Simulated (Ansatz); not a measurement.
Relaxed-ion elastic tensor of Sn (diamond, space group No. 227) in GPa (Voigt order), PBEsol in the plane-wave PAW code Ansatz; density 5.64 g/cm³, 34.98 Å³ per atom.

```
61.7  31.3  31.3   0.0   0.0   0.0
31.3  61.7  31.3   0.0   0.0   0.0
31.3  31.3  61.7   0.0   0.0   0.0
 0.0   0.0   0.0  26.7   0.0   0.0
 0.0   0.0   0.0   0.0  26.7   0.0
 0.0   0.0   0.0   0.0   0.0  26.7
```

**Question.** Is the crystal mechanically stable?

**Answer.** Yes: the smallest eigenvalue of C is 26.7 GPa.

**Question.** Work out the Voigt, Reuss and Hill averages.

**Answer.** K_V = 41.4, K_R = 41.4, K_H = 41.4; G_V = 22.1, G_R = 20.5, G_H = 21.3 GPa.

**Question.** Give Young's modulus, Poisson's ratio, Pugh's ratio and the universal anisotropy index.

**Answer.** E = 9KG/(3K + G) = 54.6 GPa; ν = 0.28; K/G = 1.94 (ductile by the Pugh limit of 1.75); A_U = 5G_V/G_R + K_V/K_R − 6 = 0.39.

**Question.** Estimate the sound speeds and the Debye temperature.

**Answer.** v_l = √((K + 4G/3)/ρ) = 3520 m/s, v_t = √(G/ρ) = 1950 m/s, mean 2170 m/s; Θ = (h/k)(3n/4πV)^(1/3) v_m = 197 K.

**Question.** Give the Zener ratio and Young's modulus along [100], [110] and [111].

**Answer.** A = 2C44/(C11 − C12) = 1.75; 1/E = S11 − 2(S11 − S12 − S44/2)Γ with Γ = 0, 1/4, 1/3 gives 40.7, 57.1, 66.0 GPa.

Space group Fd-3m (diamond). This is a known low-temperature phase of the composition, computed here at zero pressure and temperature. Symmetry was held in the PBEsol relaxation; whether a distortion lowers the energy is not shown. As this level gives no gap, shear constants depend on the k-mesh and smearing (Fermi–Dirac, 0.1 eV here). Spin–orbit coupling is left out wherever it is not named.

Potentials: the later of the program's two PAW sets.
